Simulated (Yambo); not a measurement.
```
GaN
1.0
    3.18380     0.00000     0.00000
   -1.59190     2.75725     0.00000
    0.00000     0.00000     5.18670
N Ga
2 2
Direct
  0.66667   0.33333   0.87582
  0.33333   0.66667   0.37582
  0.66667   0.33333   0.49918
  0.33333   0.66667   0.99918
```

GaN (wurtzite, space group P6_3mc, No. 186): mean Im ε in 1 eV windows above the direct gap of 2.93 eV, for different electron-hole kernels (Yambo, broadening 0.15 eV, norm-conserving PBE (Quantum ESPRESSO, 84 Ry, scalar-relativistic) bands; 9×9×6 mesh, 6 valence and 3 conduction bands, static screening with 34 bands and a 4 Ry block, scissor 0.96 eV, Tamm-Dancoff; field along x).

```csv
window (eV),independent quasiparticles,RPA (no attraction),BSE
2.9 to 3.9,0.9,0.8,1.7
3.9 to 4.9,1.4,1.2,2.2
4.9 to 5.9,2.1,1.7,4.3
5.9 to 6.9,4.0,3.3,8.1
6.9 to 7.9,6.6,6.3,6.1
7.9 to 8.9,7.0,7.2,5.3
```

This run doesn't resolve bound excitons or single peaks, so only averages are given, and they too depend on the mesh; weight that the attraction moves below the gap isn't listed. All transitions below 9.67 eV are in the band window. The scissor comes from a G0W0 run whose convergence isn't established.

Spin-orbit splittings are left out.

Bands and orbitals come from the standard potentials; the scissor and the G0W0 gaps come from a run at the same geometry on the stringent ones, which hold whole semicore shells in the valence.

Geometry relaxed with PBEsol.
